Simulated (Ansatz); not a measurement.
Cr2B:
```
CELL_PARAMETERS angstrom
     -2.55474     2.55474     2.12163
      2.55474    -2.55474     2.12163
      2.55474     2.55474    -2.12163
ATOMIC_POSITIONS crystal
  Cr 0.66602 0.16602 0.83204
  Cr 0.16602 0.33398 0.50000
  Cr 0.33398 0.83398 0.16796
  Cr 0.83398 0.66602 0.50000
  B  0.25000 0.25000 0.00000
  B  0.75000 0.75000 0.00000
```

Relaxed with r²SCAN. Special points in fractions of this cell's reciprocal vectors: Γ (0.000, 0.000, 0.000); X (0.000, 0.000, 0.500); M (-0.500, 0.500, 0.500); Z (0.422, 0.422, -0.422); Z0 (-0.422, 0.578, 0.422); P (0.250, 0.250, 0.250); N (0.000, 0.500, 0.000).

Question: List the band energies nearest the Fermi level at these points for DFT-r²SCAN in the program Ansatz with PAW potentials.

Answer: In eV from the Fermi level; about four levels below and three above (degenerate sets whole), none deeper than 8.9 eV; points with the same levels are listed once.

| k | below | above |
|---|---|---|
| Γ | -2.21 -0.78 -0.40 -0.15 | 0.32 0.32 0.84 |
| X | -1.81 -0.56 -0.52 -0.37 | 0.18 0.34 0.59 |
| M | -1.37 -1.37 -1.29 -0.50 | 0.00 0.37 0.37 |
| Z | -1.33 -1.33 -0.77 -0.46 | 0.06 0.06 0.37 |
| P | -2.28 -2.28 -1.53 -1.53 | 0.35 0.35 0.95 0.95 |
| N | -2.13 -2.13 -1.33 -1.33 | 0.23 0.23 1.23 1.23 |

Space group I4/mcm. The workflow started from an entry of the Crystallography Open Database (COD). Its standing as an ambient phase is unchecked. The r²SCAN relaxation kept the symmetry of its start; whether a distortion lowers the energy is not shown. The workflow began spin-polarised and lost its moments.

Potentials: the later of the program's two PAW sets.
